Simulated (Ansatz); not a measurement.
Si (diamond)

```
CELL_PARAMETERS angstrom
      0.00000     5.44406     5.44406
      2.72203     2.72203     5.44406
      2.72203     2.72203     0.00000
ATOMIC_POSITIONS crystal
  Si 0.00000 0.50000 0.50000
  Si 0.50000 0.50000 0.50000
  Si 0.00000 0.75000 0.75000
  Si 0.50000 0.75000 0.75000
```

A phonon eigenvector at X = (0.5, 0.5, 0.0) is frozen into this cell: atom i moves by Q times the vector below, so Q is the largest atomic displacement, in Å. The cell is held. It is one choice among 2 degenerate patterns. (q is in reciprocal vectors of the primitive cell; the cell shown is doubled to hold the pattern.)

```csv
atom,x,y,z
Si1,0.000,-1.000,0.000
Si2,0.000,1.000,0.000
Si3,1.000,0.000,0.000
Si4,-1.000,0.000,0.000
```

Level of theory: r2SCAN (plane waves to 500 eV, PAW, scalar-relativistic; Ansatz, a quantum-chemistry and plane-wave program). k mesh 10×10×10 (Γ-centred), Fermi-Dirac smearing 0.05 eV. Si was relaxed with its symmetry unable to fall. The PAW data are Ansatz's earlier set.

At one point of the scan the forces (eV/Å) are:

```csv
atom,Fx,Fy,Fz
Si1,0.000,1.844,0.000
Si2,0.000,-1.844,0.000
Si3,-1.844,0.000,0.000
Si4,1.844,0.000,0.000
```

**Question.** Which point is it?
(A) Q = 0.050 Å
(B) Q = 0.017 Å
(C) Q = 0.067 Å
(D) Q = 0.083 Å

**Answer.** D, Q = 0.083 Å

(For displaced atoms, the force is minus the slope of the energy, and its curvature is a force constant, which sets phonon frequencies.)
